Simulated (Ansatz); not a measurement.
HfH₂: reading a single point

```
CELL_PARAMETERS angstrom
-1.76675 1.76675 2.21529
1.76675 -1.76675 2.21529
1.76675 1.76675 -2.21529
ATOMIC_POSITIONS crystal
H 0.75000 0.25000 0.50000
H 0.25000 0.75000 0.50000
Hf 0.00000 0.00000 0.00000
```

Single point in Ansatz 0.2.0 with r2SCAN, no spin polarisation. Cutoff 500 eV, PAW datasets, 13×13×13 Γ-centred k mesh, fermi-dirac filling (width 0.1 eV).

(1) What happens at the Fermi level?

(2) Is it stable against the elements?

(3) Is the cell too large or too small?

(4) Give the Bader charges.

(5) Describe some of the short contacts.

Origin: a database entry at a rescaled volume.

Answers

(1) It is a metal, with about 0.52 states/eV a cell as the mean within 0.25 eV of the Fermi level, mostly Hf d (97 %).

(2) -0.52 eV an atom against the elements' usual phases (free molecules for gases, crystals otherwise, with no correction for O₂ or N₂), so it is bound against them; other compounds may still compete. Relaxing would lower it.

(3) The pressure is -9.0 GPa (compression positive), so with the atoms held at these fractions the cell would first shrink.

(4) Bader charges in e: Hf +1.63, H -0.81. In the mean Hf gives up most and H takes most.

(5) H–Hf at 2.09 Å: least valence density 0.33 e/Å³ and ELF 0.18 there. H–H at 2.22 Å: least valence density 0.17 e/Å³ and ELF 0.17 there. These are pseudo-fields; inside the PAW spheres they differ from the all-electron ones.
